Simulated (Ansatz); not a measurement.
**What a change of settings does: CaHN**

First run: DFT, r2SCAN, PAW with Ansatz's default frozen-core files, scalar-relativistic (Ansatz 0.2.0).

Command: `ansatz run input.yaml --threads 1 --pin off --max-ram 3072MiB --backend cpu --events-out ev --progress --plain --runs-dir out` It took 12 s on 1 thread of Arm Neoverse V2, on a shared host, peak memory 0.46 GiB.

```yaml
crystal:
  lattice:
    - [-1.7640407162, 1.7640407162, 2.8390341091]
    - [1.7640407162, -1.7640407162, 2.8390341091]
    - [1.7640407162, 1.7640407162, -2.8390341091]
  atoms:
    - { symbol: Ca, position: [0.05171591, 0.05171591, 0.0] }
    - { symbol: H, position: [0.63993544, 0.63993544, 0.0] }
    - { symbol: "N", position: [0.45834965, 0.45834965, 0.0] }
kpoints:
  mp_grid: { grid: [9, 9, 9] }
scf:
  occupations: { method: fermi_dirac, width: 0.03 }
hamiltonian:
  xc: r2scan
  pseudopotentials: { kind: paw }
output:
  forces: true
  stress: true
  eigenvalues: true
  efg: { contact_densities: true }
  populations: true
  write_density: true
  write_potential: true
  elf: true
  volumetric_format: npy
```

The cell is Materials Project entry mp-34932, used as a structure alone.

This run: the undistorted cell.

It converges in 7 SCF iterations at a pressure of -0.71 GPa, largest force 0.097 eV/Å, cutoff 500 eV.

The input is then changed:

```diff
   occupations: { method: fermi_dirac, width: 0.03 }
+  eigensolver: { kind: davidson }
 hamiltonian:
   populations: true
-  write_density: true
-  write_potential: true
-  elf: true
-  volumetric_format: npy
```

Problem. Predict the outcome of the changed run.

Solution. It converges in 6 SCF iterations at a pressure of -0.71 GPa, largest force 0.097 eV/Å, cutoff 500 eV, free energy 0.0 meV/atom against the first run's.
